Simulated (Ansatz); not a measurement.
TaC:
```yaml
crystal:
  lattice:
    - [0.00000, 2.21982, 2.21982]
    - [2.21982, 0.00000, 2.21982]
    - [2.21982, 2.21982, 0.00000]
  atoms:
    - { symbol: C, position: [0.00000, 0.00000, 0.00000] }
    - { symbol: Ta, position: [0.50000, 0.50000, 0.50000] }
```

Relaxed with PBEsol. Special points in fractions of this cell's reciprocal vectors: Γ (0.000, 0.000, 0.000); X (0.500, 0.000, 0.500); U (0.625, 0.250, 0.625); K (0.375, 0.375, 0.750); L (0.500, 0.500, 0.500); W (0.500, 0.250, 0.750).

Question: List the band energies nearest the Fermi level at these points for PBEsol with spin–orbit coupling in the plane-wave PAW code Ansatz.

Answer: In eV from the Fermi level; about four levels below and three above (degenerate sets whole), none deeper than 8.9 eV; points with the same levels are listed once.

```tsv
k	below	above
Γ	-0.36 -0.36 -0.36 -0.36	0.75 0.75 0.75 0.75
X	-1.90 -1.90 -1.47 -1.47	2.68 2.68 3.98 3.98
U	-3.79 -3.79 -0.59 -0.59	3.20 3.20 4.10 4.10
L	-5.57 -5.57 -5.45 -5.45	2.76 2.76 2.79 2.79
W	-5.31 -5.31 -5.31 -5.31 -4.72 -4.72	1.65 1.65 1.67 1.67
```

Space group Fm-3m (rock salt). The PBEsol relaxation kept the symmetry of its start. The run is not spin-polarised.

Potentials: the later of the program's two PAW sets.
